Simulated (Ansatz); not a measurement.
Static calculation, FePt

System: FePt, 2 atoms in the cell.

Ansatz input (lattice in Å, positions in fractions of it)
```yaml
crystal:
  lattice:
    - [2.73, 0, 0]
    - [0, 2.73, 0]
    - [0, 0, 3.71]
  atoms:
    - { symbol: Fe, position: [0, 0, 0], spin: 3, spin_axis: [1, 0, 0] }
    - { symbol: Pt, position: [0.5, 0.5, 0.5] }
kpoints:
  mp_grid: { grid: [8, 8, 6] }
hamiltonian:
  xc: pbe
  pseudopotentials: { kind: paw_fr, source: ansatz }
scf:
  occupations: { method: fermi_dirac, width: 0.1 }
output:
  forces: true
  stress: true
magnetization:
  noncollinear: true
  spin_orbit: true
```

All numbers below come from PBE with spin–orbit coupling, plane waves, PAW datasets (earlier set, tuned by hand) in Ansatz 0.2.0 development build.

Results

```
Plane-wave cutoff used : 844 eV
Pressure               : 25.8 kbar
Smearing term TS       : 22.1 meV/atom
Net spin moment        : 3.30 μB
Valence electrons      : 34
Irreducible k-points   : 100
CPU time               : of the order of 2 core-minutes on a shared host
```

Stress tensor in GPa, compression positive:
```
1.83 0.00 0.00
0.00 1.85 0.00
0.00 0.00 4.05
```

The stress includes the program's correction for the finite plane-wave basis.

The k-mesh is modest, so these values aren't fully converged in k. One magnetic order was tried; another may lie lower.
